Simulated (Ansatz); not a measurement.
A relaxation computed with Ansatz, from input to last step.

```yaml
crystal:
  lattice:
    - [2.3320305319, 1.3463984554, 4.2315383781]
    - [-2.3320305319, 1.3463984554, 4.2315383781]
    - [0.0, -2.6927969107, 4.2315383781]
  atoms:
    - { symbol: Al, position: [0.3520633249, 0.3520633249, 0.3520633249] }
    - { symbol: Al, position: [0.1479366751, 0.1479366751, 0.1479366751] }
    - { symbol: Al, position: [0.6479366751, 0.6479366751, 0.6479366751] }
    - { symbol: Al, position: [0.8520633249, 0.8520633249, 0.8520633249] }
    - { symbol: O, position: [0.5566963449, 0.9433036551, 0.25] }
    - { symbol: O, position: [0.25, 0.5566963449, 0.9433036551] }
    - { symbol: O, position: [0.9433036551, 0.25, 0.5566963449] }
    - { symbol: O, position: [0.4433036551, 0.0566963449, 0.75] }
    - { symbol: O, position: [0.75, 0.4433036551, 0.0566963449] }
    - { symbol: O, position: [0.0566963449, 0.75, 0.4433036551] }
basis:
  ecutwfc: 420
kpoints:
  mp_grid: { grid: [6, 6, 6] }
hamiltonian:
  xc: pbe
scf:
  occupations: { method: gaussian, width: 0.02 }
output:
  forces: true
  stress: true
  eigenvalues: true
relax:
  adjacent_minimum: "off"
  f_tol: 0.01
  max_steps: 30
  cell: { stress_tol: 0.1, fix: [volume] }
```

```bash
ansatz run input.yaml --threads 2 --pin off --max-ram 5120MiB --backend cpu --events-out ev --progress --plain --runs-dir out
```

Level of theory: DFT PBE, scalar-relativistic, plane waves, PAW (Ansatz 0.2.0).

The volume is held at 0.91 times that of the relaxed cell.

Of 3 frames 3 are shown, positions in Å and forces in eV/Å; the SCF threshold varies from step to step. Steps run on the plane waves of an earlier cell, with a Pulay correction in the pressure. The basis is chosen afresh for the last frame, the zero of the energies, and at times for earlier ones too; energy and pressure step there, also at an unchanged geometry.

```xyz
10
Lattice="2.3320 1.3464 4.2315 -2.3320 1.3464 4.2315 0.0000 -2.6928 4.2315" Properties=species:S:1:pos:R:3:forces:R:3 pbc="T T T" step=1 free_energy_over_end_meV_per_atom=0.05 pressure_GPa=26.25
Al    0.0000    0.0000    4.4693    0.0000    0.0000   -0.0214
Al    0.0000    0.0000    1.8780    0.0000    0.0000    0.0214
Al    0.0000    0.0000    8.2253    0.0000    0.0000    0.0214
Al    0.0000    0.0000   10.8166    0.0000    0.0000   -0.0214
O    -0.9016    1.3464    7.4052    0.0403    0.0000    0.0000
O    -0.7152   -1.4540    7.4052   -0.0201    0.0349    0.0000
O     1.6168    0.1076    7.4052   -0.0201   -0.0349    0.0000
O     0.9016   -1.3464    5.2894   -0.0403    0.0000    0.0000
O     0.7152    1.4540    5.2894    0.0201   -0.0349    0.0000
O    -1.6168   -0.1076    5.2894    0.0201    0.0349    0.0000
10
Lattice="2.3330 1.3469 4.2281 -2.3330 1.3469 4.2281 0.0000 -2.6939 4.2281" Properties=species:S:1:pos:R:3:forces:R:3 pbc="T T T" step=2 free_energy_over_end_meV_per_atom=0.01 pressure_GPa=26.21
Al    0.0000    0.0000    4.4651    0.0000    0.0000   -0.0070
Al    0.0000    0.0000    1.8771    0.0000    0.0000    0.0070
Al    0.0000    0.0000    8.2192    0.0000    0.0000    0.0070
Al    0.0000    0.0000   10.8072    0.0000    0.0000   -0.0070
O    -0.9007    1.3469    7.3992    0.0076    0.0000    0.0000
O    -0.7161   -1.4535    7.3992   -0.0038    0.0066    0.0000
O     1.6168    0.1066    7.3992   -0.0038   -0.0066    0.0000
O     0.9007   -1.3469    5.2851   -0.0076    0.0000    0.0000
O     0.7161    1.4535    5.2851    0.0038   -0.0066    0.0000
O    -1.6168   -0.1066    5.2851    0.0038    0.0066    0.0000
10
Lattice="2.3330 1.3469 4.2281 -2.3330 1.3469 4.2281 0.0000 -2.6939 4.2281" Properties=species:S:1:pos:R:3:forces:R:3 pbc="T T T" step=3 free_energy_over_end_meV_per_atom=0.00 pressure_GPa=26.21
Al    0.0000    0.0000    4.4651    0.0000    0.0000   -0.0069
Al    0.0000    0.0000    1.8771    0.0000    0.0000    0.0069
Al    0.0000    0.0000    8.2192    0.0000    0.0000    0.0069
Al    0.0000    0.0000   10.8072    0.0000    0.0000   -0.0069
O    -0.9007    1.3469    7.3992    0.0077    0.0000    0.0000
O    -0.7161   -1.4535    7.3992   -0.0039    0.0067    0.0000
O     1.6168    0.1066    7.3992   -0.0039   -0.0067    0.0000
O     0.9007   -1.3469    5.2851   -0.0077    0.0000    0.0000
O     0.7161    1.4535    5.2851    0.0039   -0.0067    0.0000
O    -1.6168   -0.1066    5.2851    0.0039    0.0067    0.0000
```

The run took 9 s on 2 threads of Arm Neoverse V2 (shared host), peak memory 0.38 GiB.